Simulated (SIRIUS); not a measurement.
Consider a self-consistent single point of GaCuSe2 (I-42d, 8 atoms in the cell; from Materials Project mp-4840, changed as shown).

```
CELL_PARAMETERS angstrom
     -2.76538     2.76538     5.48381
      2.76538    -2.76538     5.48381
      2.76538     2.76538    -5.48381
ATOMIC_POSITIONS crystal
  Ga 0.25000 0.75000 0.50000
  Ga 0.50000 0.50000 0.00000
  Cu 0.75000 0.25000 0.50000
  Cu 0.00000 0.00000 0.00000
  Se 0.12122 0.12500 0.49622
  Se 0.87500 0.37122 0.99622
  Se 0.62878 0.62500 0.50378
  Se 0.37500 0.87878 0.00378
```

All values come from this method and carry its errors: PBE, GBRV PBE ultrasoft pseudopotentials (plane waves; SIRIUS).

SIRIUS settings:

- parameters.ngridk = 4 4 4
- parameters.xc_functionals = [XC_GGA_X_PBE, XC_GGA_C_PBE]
- parameters.gk_cutoff = 6.325 1/bohr
- parameters.pw_cutoff = 14.143 1/bohr
- parameters.smearing = fermi_dirac
- parameters.smearing_width = 0.00183747 Ha
- potentials = GBRV PBE ultrasoft pseudopotentials
- parameters.electronic_structure_method = pseudopotential
- parameters.num_bands = 60
- parameters.num_mag_dims = 0
- parameters.num_dft_iter = 100
- parameters.energy_tol = 1e-07 Ha
- parameters.density_tol = 1e-06
- mixer.type = anderson
- mixer.beta = 0.3
- mixer.use_hartree = false

Results:

| Item | Value |
|---|---|
| Number of valence electrons | 100 |
| Number of bands | 60 |
| Number of k-points after the program's reduction | 13 |
| Number of plane waves (most at a k-point) | 4893 |
| Number of SCF iterations | 33 |
| FFT grid | 60 × 60 × 60 |
| Free energy E − TS | -24665.9254 eV |
| Gap on the k-point mesh | 0.35 eV |
| Pressure | 5.48 GPa |
| Largest force (vector length) | 0.211 eV/Å |

Forces (eV/Å):
```
atom      Fx      Fy     Fz
----  ------  ------  -----
Ga1    0.000   0.000  0.000
Ga2    0.000   0.000  0.000
Cu3    0.000   0.000  0.000
Cu4    0.000   0.000  0.000
Se5    0.000  -0.211  0.000
Se6   -0.211   0.000  0.000
Se7    0.000   0.211  0.000
Se8    0.211   0.000  0.000
```

Stress (GPa, positive for compression):
```
5.51  0.00  0.00
0.00  5.51  0.00
0.00  0.00  5.41
```

Gaps are taken between levels on the mesh.

For comparison: a first run was changed to give this one (lattice scaled by 0.98), and from it to this one the free energy goes up by 27.4 meV/atom, the pressure goes from 0.91 to 5.48 GPa and the largest force goes from 0.132 to 0.211 eV/Å.

The structure comes from a collection of computed structures, made at another level of theory; the collection holds predicted forms beside known ones. Its lattice was then scaled.

Cost on one core: about 3 core-minutes (a rough figure).
